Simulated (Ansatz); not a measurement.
Solar absorber screen

An absorber needs a gap near the optimum for sunlight and strong absorption just above it, so that a thin film suffices.

The reference row is InP. The sun is a 5800 K black body (k_BT_s = 0.4998 eV). The spin–orbit shift found at the semilocal level is added to the hybrid gap.

Data:

Computed with Ansatz, a plane-wave PAW program. HSE06 gap: HSE06 on the r²SCAN cell, no spin–orbit coupling; spin–orbit shift: r²SCAN, with minus without spin–orbit coupling; the direct offset: r²SCAN; ε₁, ε₂: r²SCAN, independent particles, 0.5 eV above the lowest direct gap.

Definitions used: gap = HSE06 + shift; ultimate efficiency u = x Σ_j e^(−jx)(x²/j + 2x/j² + 2/j³)/6.494, x = E_g/k_BT_s; k = √((|ε| − ε₁)/2); depth = 2.303 ħc/(2kE) = 227.2 nm·eV/(kE), at E = gap + direct offset + 0.5 eV.

```tsv
crystal	HSE06 gap (eV)	spin–orbit shift (eV)	direct minus fundamental gap (eV)	ε₁	ε₂	gap estimate (eV)	ultimate efficiency (%)	extinction k	90 % absorption depth (nm)
RbZn4As3 (P4/mmm, tP8)	0.71	−0.09	0.00	11.47	0.12	0.620	36.4	0.0177	11000
InP (zinc blende), reference	1.36	−0.03	0.00	11.36	1.39	1.330	42.3	0.2058	600
CsZn4P3 (P4/mmm, tP8)	0.90	−0.02	0.00	9.81	0.12	0.880	42.6	0.0192	8600
ZnSnN2 (Pna2₁)	1.34	0.00	0.00	7.38	1.93	1.340	42.2	0.3523	350
Cu2ZnSnS4 (I-4)	1.31	−0.01	0.00	10.05	2.05	1.300	42.6	0.3217	390
```

Runs started from generated or typed cells of the structure named: InP; Cu2ZnSnS4. Whether these are the forms stable at ambient conditions was not checked: RbZn4As3 (P4/mmm, tP8); CsZn4P3 (P4/mmm, tP8). Spin–orbit coupling is left out unless named.

Worked example:

The steps for CsZn4P3 (P4/mmm, tP8):

1. E_g = 0.90 + (−0.02) = 0.880 eV
2. u at x = 0.880/0.4998 = 42.6 %
3. k = √((√(9.81² + 0.12²) − 9.81)/2) = 0.0192
4. absorption depth: 227.2/(0.0192 × (0.880 + 0.00 + 0.5)) = 8600 nm

The steps for InP:

- E_g = 1.36 + (−0.03) = 1.330 eV
- u at x = 1.330/0.4998 = 42.3 %
- k = √((√(11.36² + 1.39²) − 11.36)/2) = 0.2058
- absorption depth: 227.2/(0.2058 × (1.330 + 0.00 + 0.5)) = 600 nm

Result:

Ranking by ultimate efficiency, highest first: CsZn4P3 (P4/mmm, tP8) (42.6 ± 1.5) ≈ Cu2ZnSnS4 (42.6 ± 1.7) ≈ InP (42.3 ± 1.8) ≈ ZnSnN2 (42.2 ± 1.9), RbZn4As3 (P4/mmm, tP8) (36.4 ± 2.8). The ± follows from allowances picked for this note (HSE06 gap 10 %, spin–orbit shift 0.03 eV, 2 % for the model), carried to first order and added in quadrature; ≈ joins neighbours closer than their two ± added in quadrature. 0 of the 4 others clearly beat the reference on this figure.

Pareto front for high ultimate efficiency and low absorption depth: ZnSnN2 (42.2, 350); Cu2ZnSnS4 (42.6, 390). The reference is off the front.

Caveats:

Only crystals whose lowest direct gap lies within 0.1 eV of the fundamental one, with a spin–orbit shift under 0.6 eV, were drawn. The ultimate efficiency counts each photon above the gap as the gap energy, so it bounds the detailed-balance limit from above and peaks near 1.1 eV. The spectrum is shifted rigidly; excitons, phonon-assisted absorption and defects are left out. Where several phases of a formula are at hand, those over 0.1 eV/atom above the lowest were not drawn (by r²SCAN where it compared them, else by the largest value; a layered or molecular lowest phase counts only with a dispersion term); other phases could lie lower still. Values belong to the structures named, which need not be the stable ones; other polymorphs differ. The rows are a sample and no shortlist: familiar crystals first, some related and some not, whatever their agreement with measurement; tables with many equal figures were not kept. Limits of the draw: gap of 0.6 to 2.8 eV and within 0.1 eV of direct, shift under 0.6 eV, ε₂ over 0.03; no layered crystals or phases known only at other temperatures or pressures; no unfamiliar magnets, and cubic perovskites only if shown or known to be stable. As a rule kept out of such tables: 4f compounds, open-shell compounds run without a Hubbard term, cells found unstable in the tests at hand, cells close to a higher symmetry, and runs set to a pressure or over 12 % in volume from the crystal's fullest run.
